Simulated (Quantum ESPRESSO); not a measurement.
# TiIn3O5N: one run as intended and one with a planted mistake

Simulated, not a measurement. The program is pw.x of Quantum ESPRESSO 7.5 (plane-wave density functional theory). The cell is made up: 10 atoms on a corundum lattice, with randomly drawn elements, strain and displacements, not relaxed. PseudoDojo standard norm-conserving files (v0.5 for PBE, v0.4.1 for LDA and PBEsol) set the functional; there is no spin polarisation, spin-orbit coupling or dispersion term, and the masses in the input are unused placeholders.

Intended input:

```
&control calculation='scf', pseudo_dir='./dojo.nc.sr.pbe.v0_5.standard.upf', outdir='./o', disk_io='low', tprnfor=.true., tstress=.true. /
&system ibrav=0, nat=10, ntyp=4, nbnd=49, ecutwfc=84.00895049, nosym=.true., tot_charge=0,
 occupations='smearing', smearing='fd', degauss=0.0018374661
/
&electrons conv_thr=7.350e-09, electron_maxstep=60, /
ATOMIC_SPECIES
In 1.0 In.upf
N 1.0 N.upf
O 1.0 O.upf
Ti 1.0 Ti.upf
CELL_PARAMETERS angstrom
2.7706 1.6782 4.9167
-2.8339 1.667 4.9563
-0.0414 -3.2743 4.9133
ATOMIC_POSITIONS angstrom
Ti 0.0129 0.002 5.2291
In -0.0421 0.0883 2.1684
In -0.0392 -0.0176 9.6094
In -0.1268 0.0116 12.5704
O -1.2535 1.6818 8.5752
N -0.9709 -1.7375 8.7299
O 1.8249 0.2468 8.6239
O 1.0544 -1.6686 6.1386
O 0.8015 1.821 6.1466
O -1.9731 0.019 6.1872
K_POINTS automatic
5 5 5 1 1 1
```

The log is shortened where brackets say so; the opening notice, blank lines, dates and the lines on written files are dropped, and the path of the files is cut. It prints rydbergs, bohrs and kilobars, and counts compression as positive stress.

Log of the intended run:

```
     Program PWSCF v.7.5
     Parallel version (MPI & OpenMP), running on       4 processor cores
     Number of MPI processes:                 4
     Threads/MPI process:                     1
     [start-up lines left out]
     bravais-lattice index     =            0
     lattice parameter (alat)  =      11.1264  a.u.
     unit-cell volume          =     922.0864 (a.u.)^3
     number of atoms/cell      =           10
     number of atomic types    =            4
     number of electrons       =        86.00
     number of Kohn-Sham states=           49
     kinetic-energy cutoff     =      84.0090  Ry
     charge density cutoff     =     336.0358  Ry
     scf convergence threshold =      7.3E-09
     mixing beta               =       0.7000
     number of iterations used =            8  plain     mixing
     Exchange-correlation= PBE
                           (   1   4   3   4   0   0   0)
     [axes and pseudopotential details left out]
   Cartesian axes
     site n.     atom                  positions (alat units)
         1        Ti     tau(   1) = (   0.0021910   0.0003397   0.8881204  )
         2        In     tau(   2) = (  -0.0071503   0.0149970   0.3682852  )
         3        In     tau(   3) = (  -0.0066578  -0.0029892   1.6320789  )
         4        In     tau(   4) = (  -0.0215360   0.0019702   2.1349808  )
         5        O      tau(   5) = (  -0.2128968   0.2856401   1.4564284  )
         6        N      tau(   6) = (  -0.1648995  -0.2951003   1.4827030  )
         7        O      tau(   7) = (   0.3099445   0.0419170   1.4646997  )
         8        O      tau(   8) = (   0.1790813  -0.2833982   1.0425916  )
         9        O      tau(   9) = (   0.1361283   0.3092821   1.0439503  )
        10        O      tau(  10) = (  -0.3351151   0.0032270   1.0508459  )
     number of k points=    63  Fermi-Dirac smearing, width (Ry)=  0.0018
                       cart. coord. in units 2pi/alat
        k(    1) = (   0.0008452  -0.0005619   0.1194671), wk =   0.0320000
        k(    2) = (   0.0018925  -0.2389840   0.2002567), wk =   0.0320000
     [further k points left out]
     Dense  grid:    95971 G-vectors     FFT dimensions: (  72,  72,  72)
     Estimated max dynamical RAM per process >     295.54 MB
     Estimated total dynamical RAM >       1.09 GB
     Initial potential from superposition of free atoms
     starting charge      85.9867, renormalised to      86.0000
     Starting wfcs are   61 randomized atomic wfcs
     total cpu time spent up to now is       12.4 secs
     per-process dynamical memory:   241.2 Mb
     Self-consistent Calculation
     iteration #  1     ecut=    84.01 Ry     beta= 0.70
     Davidson diagonalization with overlap
     ethr =  1.00E-02,  avg # of iterations =  2.0
     total cpu time spent up to now is       35.0 secs
     total energy              =    -701.51600466 Ry
     estimated scf accuracy    <       3.98141177 Ry
     iteration #  2     ecut=    84.01 Ry     beta= 0.70
     Davidson diagonalization with overlap
     ethr =  4.63E-03,  avg # of iterations =  5.5
     total cpu time spent up to now is       68.7 secs
     total energy              =    -697.80870462 Ry
     estimated scf accuracy    <      55.00785130 Ry
     [iterations 3 to 14 left out]
     iteration # 15     ecut=    84.01 Ry     beta= 0.70
     Davidson diagonalization with overlap
     ethr =  1.64E-10,  avg # of iterations =  4.2
     total cpu time spent up to now is      417.9 secs
     total energy              =    -703.73413257 Ry
     estimated scf accuracy    <       0.00000001 Ry
     iteration # 16     ecut=    84.01 Ry     beta= 0.70
     Davidson diagonalization with overlap
     ethr =  1.40E-11,  avg # of iterations =  3.4
     total cpu time spent up to now is      445.4 secs
     End of self-consistent calculation
     [lines on levels left out]
!    total energy              =    -703.73413257 Ry
     estimated scf accuracy    <          3.5E-09 Ry
     smearing contrib. (-TS)   =      -0.00000000 Ry
     internal energy E=F+TS    =    -703.73413257 Ry
     The total energy is F=E-TS. E is the sum of the following terms:
     one-electron contribution =    -190.10728084 Ry
     hartree contribution      =     156.47220802 Ry
     xc contribution           =    -185.44590655 Ry
     ewald contribution        =    -484.65315321 Ry
     convergence has been achieved in  16 iterations
     Forces acting on atoms (cartesian axes, Ry/au):
     atom    1 type  4   force =    -0.06334063    0.05958643   -0.05386256
     atom    2 type  1   force =    -0.01891473   -0.01736872    0.02016357
     atom    3 type  1   force =    -0.01975268    0.02138855   -0.07022420
     atom    4 type  1   force =     0.02984718    0.03368015    0.07769012
     atom    5 type  3   force =    -0.01571523   -0.01259554    0.07609351
     atom    6 type  2   force =     0.02821175   -0.07624680    0.00914162
     atom    7 type  3   force =     0.04442244    0.02234791    0.02959106
     atom    8 type  3   force =    -0.01549435    0.09059603   -0.03447449
     atom    9 type  3   force =    -0.02381954   -0.07048490   -0.02090608
     atom   10 type  3   force =     0.05455578   -0.05090311   -0.03321256
     Total force =     0.252758     Total SCF correction =     0.000143
     Computing stress (Cartesian axis) and pressure
          total   stress  (Ry/bohr**3)                   (kbar)     P=      -93.87
  -0.00063847   0.00009833   0.00001290          -93.92       14.46        1.90
   0.00009833  -0.00090205  -0.00010190           14.46     -132.70      -14.99
   0.00001290  -0.00010190  -0.00037374            1.90      -14.99      -54.98
     init_run     :     11.33s CPU     11.74s WALL (       1 calls)
     electrons    :    432.02s CPU    433.06s WALL (       1 calls)
     forces       :      2.55s CPU      2.59s WALL (       1 calls)
     stress       :      8.84s CPU      8.88s WALL (       1 calls)
     [timing details left out]
     PWSCF        :   7m35.52s CPU   7m37.22s WALL
     JOB DONE.
```

A second run has one planted mistake: the files are those of another functional. The input lines that differ, file-writing options aside:

```
- &control calculation='scf', pseudo_dir='./dojo.nc.sr.pbe.v0_5.standard.upf', outdir='./o', disk_io='low', tprnfor=.true., tstress=.true. /
+ &control calculation='scf', pseudo_dir='./dojo.nc.sr.lda.v0_4_1.standard.upf', outdir='./o', disk_io='low', tprnfor=.true., tstress=.true. /
```

Its log:

```
     Program PWSCF v.7.5
     Parallel version (MPI & OpenMP), running on       4 processor cores
     Number of MPI processes:                 4
     Threads/MPI process:                     1
     [start-up lines left out]
     bravais-lattice index     =            0
     lattice parameter (alat)  =      11.1264  a.u.
     unit-cell volume          =     922.0864 (a.u.)^3
     number of atoms/cell      =           10
     number of atomic types    =            4
     number of electrons       =        86.00
     number of Kohn-Sham states=           49
     kinetic-energy cutoff     =      84.0090  Ry
     charge density cutoff     =     336.0358  Ry
     scf convergence threshold =      7.3E-09
     mixing beta               =       0.7000
     number of iterations used =            8  plain     mixing
     Exchange-correlation= SLA  PW   NOGX NOGC
                           (   1   4   0   0   0   0   0)
     [axes and pseudopotential details left out]
   Cartesian axes
     site n.     atom                  positions (alat units)
         1        Ti     tau(   1) = (   0.0021910   0.0003397   0.8881204  )
         2        In     tau(   2) = (  -0.0071503   0.0149970   0.3682852  )
         3        In     tau(   3) = (  -0.0066578  -0.0029892   1.6320789  )
         4        In     tau(   4) = (  -0.0215360   0.0019702   2.1349808  )
         5        O      tau(   5) = (  -0.2128968   0.2856401   1.4564284  )
         6        N      tau(   6) = (  -0.1648995  -0.2951003   1.4827030  )
         7        O      tau(   7) = (   0.3099445   0.0419170   1.4646997  )
         8        O      tau(   8) = (   0.1790813  -0.2833982   1.0425916  )
         9        O      tau(   9) = (   0.1361283   0.3092821   1.0439503  )
        10        O      tau(  10) = (  -0.3351151   0.0032270   1.0508459  )
     number of k points=    63  Fermi-Dirac smearing, width (Ry)=  0.0018
                       cart. coord. in units 2pi/alat
        k(    1) = (   0.0008452  -0.0005619   0.1194671), wk =   0.0320000
        k(    2) = (   0.0018925  -0.2389840   0.2002567), wk =   0.0320000
     [further k points left out]
     Dense  grid:    95971 G-vectors     FFT dimensions: (  72,  72,  72)
     Estimated max dynamical RAM per process >     295.54 MB
     Estimated total dynamical RAM >       1.09 GB
     Initial potential from superposition of free atoms
     starting charge      85.9899, renormalised to      86.0000
     Starting wfcs are   61 randomized atomic wfcs
     total cpu time spent up to now is       12.4 secs
     per-process dynamical memory:   240.1 Mb
     Self-consistent Calculation
     iteration #  1     ecut=    84.01 Ry     beta= 0.70
     Davidson diagonalization with overlap
     ethr =  1.00E-02,  avg # of iterations =  2.0
     total cpu time spent up to now is       30.9 secs
     total energy              =    -700.06465071 Ry
     estimated scf accuracy    <       3.75516853 Ry
     iteration #  2     ecut=    84.01 Ry     beta= 0.70
     Davidson diagonalization with overlap
     ethr =  4.37E-03,  avg # of iterations =  5.5
     total cpu time spent up to now is       60.9 secs
     total energy              =    -696.44406320 Ry
     estimated scf accuracy    <      54.44441561 Ry
     [iterations 3 to 14 left out]
     iteration # 15     ecut=    84.01 Ry     beta= 0.70
     Davidson diagonalization with overlap
     ethr =  9.26E-11,  avg # of iterations =  4.9
     total cpu time spent up to now is      344.4 secs
     total energy              =    -702.19768320 Ry
     estimated scf accuracy    <       0.00000002 Ry
     iteration # 16     ecut=    84.01 Ry     beta= 0.70
     Davidson diagonalization with overlap
     ethr =  2.62E-11,  avg # of iterations =  2.0
     total cpu time spent up to now is      363.9 secs
     End of self-consistent calculation
     [lines on levels left out]
!    total energy              =    -702.19768320 Ry
     estimated scf accuracy    <          3.2E-09 Ry
     smearing contrib. (-TS)   =      -0.00000000 Ry
     internal energy E=F+TS    =    -702.19768320 Ry
     The total energy is F=E-TS. E is the sum of the following terms:
     one-electron contribution =    -190.38018684 Ry
     hartree contribution      =     155.24482706 Ry
     xc contribution           =    -182.40917021 Ry
     ewald contribution        =    -484.65315321 Ry
     convergence has been achieved in  16 iterations
     Forces acting on atoms (cartesian axes, Ry/au):
     atom    1 type  4   force =    -0.06182538    0.05800270   -0.05656763
     atom    2 type  1   force =    -0.01426161   -0.01783336    0.02189571
     atom    3 type  1   force =    -0.01733670    0.01565815   -0.06462388
     atom    4 type  1   force =     0.02717870    0.02914306    0.07006261
     atom    5 type  3   force =    -0.02123541   -0.00899498    0.07063789
     atom    6 type  2   force =     0.02930421   -0.07455421    0.00849093
     atom    7 type  3   force =     0.04141636    0.02471186    0.03192512
     atom    8 type  3   force =    -0.01104563    0.08581629   -0.03013999
     atom    9 type  3   force =    -0.02363946   -0.06283782   -0.02045981
     atom   10 type  3   force =     0.05144492   -0.04911168   -0.03122096
     Total force =     0.239408     Total SCF correction =     0.000124
     Computing stress (Cartesian axis) and pressure
          total   stress  (Ry/bohr**3)                   (kbar)     P=     -194.09
  -0.00135401   0.00008290   0.00000743         -199.18       12.19        1.09
   0.00008290  -0.00157744  -0.00009881           12.19     -232.05      -14.54
   0.00000743  -0.00009881  -0.00102668            1.09      -14.54     -151.03
     init_run     :     10.79s CPU     11.33s WALL (       1 calls)
     electrons    :    348.71s CPU    351.53s WALL (       1 calls)
     forces       :      2.61s CPU      2.66s WALL (       1 calls)
     stress       :      9.11s CPU      9.13s WALL (       1 calls)
     [timing details left out]
     PWSCF        :   6m12.44s CPU   6m15.98s WALL
     JOB DONE.
```

|  | intended run | run with the mistake |
| --- | --- | --- |
| free energy (eV) | -9574.791 | -9553.886 |
| smearing term -TS (eV) | 0.0000 | 0.0000 |
| pressure (GPa) | -9.39 | -19.41 |
| largest force component (eV/Å) | 2.329 | 2.206 |
| largest change of a force component (eV/Å) |  | 0.197 |
| iterations | 16 | 16 |

For scale, a rerun of the intended cell at a cutoff of 1437 eV and k mesh 7 x 7 x 7 moved values by no more than 0.003 eV in energy, 0.03 GPa in stress and 0.002 eV/Å in force. Files of another functional have another zero of energy, so the energy change says nothing on stability.